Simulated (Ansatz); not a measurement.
The slice is one period of a {100} plane through atoms; its size isn't given.

Level of theory: PBE (plane waves to 420 eV, PAW, scalar-relativistic; Ansatz, a first-principles code). Near the nuclei the fields are pseudised (PAW); where an atom keeps semicore shells as valence, they peak there.

```
|@@@%%#*+=-:.     .:-=+*#%%@@|
|@@@%#*+=--:.     .:--=+*#%@@|
|@%%%#*+=-::.     .::-=+*#%%%|
|%%##*++=-:..     ..:-=++*##%|
|##**++=-::.       .::-=++**#|
|**+++=--:..       ..:--=+++*|
|++===--::..       ..::--===+|
|===--:::....:::::....:::--==|
|---:::....:-=====-:....:::--|
|::::.....:-=+***+=-:.....:::|
|.....   .-=*#####*=-.   ....|
|        :=+#%%%%%#+=:       |
|        :=*#%%@%%#*=:       |
|        :=*#%@@@%#*=:       |
|        :=*#%%@%%#*=:       |
|        :=+#%%%%%#+=:       |
|.....   .-=*#####*=-.   ....|
|::::.....:-=+***+=-:.....:::|
|---:::....:-=====-:....:::--|
|===--:::....:::::....:::--==|
|++===--::..       ..::--===+|
|**+++=--:..       ..:--=+++*|
|##**++=-::.       .::-=++**#|
|%%##*++=-:..     ..:-=++*##%|
|@%%%#*+=-::.     .::-=+*#%%%|
|@@@%#*+=--:.     .:--=+*#%@@|
|@@@%%#*+=-:.     .:-=+*#%%@@|
|@@@@%#*+=-:.     .:-=+*#%@@@|
```
Scale: ten equal steps from -1.20 (start of ' ') to 1.15 (end of '@'), in the order ' .:-=+*#%@'. Values: log₁₀ of the valence density in e/Å³. The map has 28 points along u (one character each, u = 0 at the left) and 28 along v (v = 0 in the bottom row). The scale is logarithmic, as a density can span decades between atoms and voids.

```
|xxxx899876420000024678998xxx|
|xxxx898876420000024678898xxx|
|xxx89988764100000146788998xx|
|8889998875310000013578899988|
|8999988763100000001367889999|
|9998887642000000000246788899|
|8888876420000000000024678888|
|8777764200000010000002467777|
|6666532000012454210000235666|
|4444310000147999741000013444|
|222110000148xxxxx84100001122|
|00000000037xxxxxxx7300000000|
|00000000049xxxxxxx9400000000|
|00000000159xxxxxxx9510000000|
|00000000049xxxxxxx9400000000|
|00000000037xxxxxxx7300000000|
|222110000148xxxxx84100001122|
|4444310000147999741000013444|
|6666532000012454210000235666|
|8777764200000010000002467777|
|8888876420000000000024678888|
|9998887642000000000246788899|
|8999988763100000001367889999|
|8889998875310000013578899988|
|xxx89988764100000146788998xx|
|xxxx898876420000024678898xxx|
|xxxx899876420000024678998xxx|
|xxxx889886421000124688988xxx|
```
Scale: ten equal steps from 0.01 (start of '0') to 0.90 (end of '9'), in the order '0123456789'. Values: electron localisation function (ELF). The map has 28 points along u (one character each, u = 0 at the left) and 28 along v (v = 0 in the bottom row). Points within 0.4 Å of a nucleus are blanked (x), as the pseudised field means little there.

Question: Which relaxed crystal do these maps come from?
(A) TaN (rock salt)
(B) LiF (rock salt)
(C) NaF (rock salt)
(D) FeO (rock salt)

Answer: B, LiF (rock salt). Atoms on the slice: F at (0.00, 0.00); Li at (0.50, 0.50)

All were relaxed with their symmetry unable to fall. FeO is run spin-polarised and with no Hubbard U; the real compound is an antiferromagnetic insulator, a state that this run doesn't describe. Relaxed FeO ends ferromagnetic. Spin-orbit coupling is left out. TaN is run without spin polarisation. The relaxed volume of NaF is well above the measured one; the method has no dispersion term. This is a high-temperature form of TaN. Other magnetic orders were not checked, so this need not be the ground state. (This holds for the magnetic or f-shell members.)
